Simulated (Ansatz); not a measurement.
A: HfO₂ (fluorite), a = b = c = 5.098 Å, α = β = γ = 90.00°
B: PbSe (rock salt), a = b = c = 6.218 Å, α = β = γ = 90.00°
C: BAs (zinc blende), a = b = c = 4.809 Å, α = β = γ = 90.00°

Scan: energy over volume and axial ratio (atoms clamped). All come from one method, each on a k mesh of its own. All were relaxed with their symmetry unable to fall. HfO2 is run without spin polarisation. Spin-orbit coupling is left out. This is a high-temperature form of HfO2.

**Question.** Put the candidates in order of shear modulus C′ = (C11 − C12)/2 (fitted), highest first, for PBE (plane waves to 420 eV, PAW, scalar-relativistic; Ansatz, an electronic-structure program).

**Answer.** A (225 GPa), C (102 GPa), B (51 GPa)

(Under strain, the slope of the energy per volume gives the stress and its curvature an elastic modulus.)
